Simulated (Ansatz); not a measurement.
HfO2:
```
HfO2
1.0
    3.57679     0.00000     0.00000
    0.00000     3.57679     0.00000
    0.00000     0.00000     5.20265
Hf O
2 4
Cartesian
  0.00000   0.00000   0.00000
  1.78839   1.78839   2.60133
  0.00000   1.78839   1.02051
  0.00000   1.78839   3.62184
  1.78839   0.00000   1.58081
  1.78839   0.00000   4.18214
```

Cartesian axes are those of the cell as given.

Question: Give the high-frequency dielectric tensor and the Born effective charge tensors of the independent atoms from DFPT, r²SCAN (plane waves, PAW; program Ansatz).

Answer: 
ε∞:
```
4.89  0.00  0.00
0.00  4.89  0.00
0.00  0.00  4.42
```
Z* of atom 1 (Hf), rows: field, columns: displacement, in e:
```
5.51  0.00  0.00
0.00  5.51  0.00
0.00  0.00  4.78
```
Z* of atom 3 (O), rows: field, columns: displacement, in e:
```
-2.06   0.00   0.00
 0.00  -3.45   0.00
 0.00   0.00  -2.39
```

Static charges for comparison (Bader): Hf1 +2.74, O3 -1.37 e. Born charges measure polarisation by displacement and can exceed these by far.

Space group P4_2/nmc. This is a known high-temperature phase of the composition, computed here at zero pressure and temperature. The r²SCAN relaxation kept the symmetry of its start; whether a distortion lowers the energy is not shown. No spin polarisation was allowed. Spin–orbit coupling is left out wherever it is not named.

Potentials: the later of the program's two PAW sets.
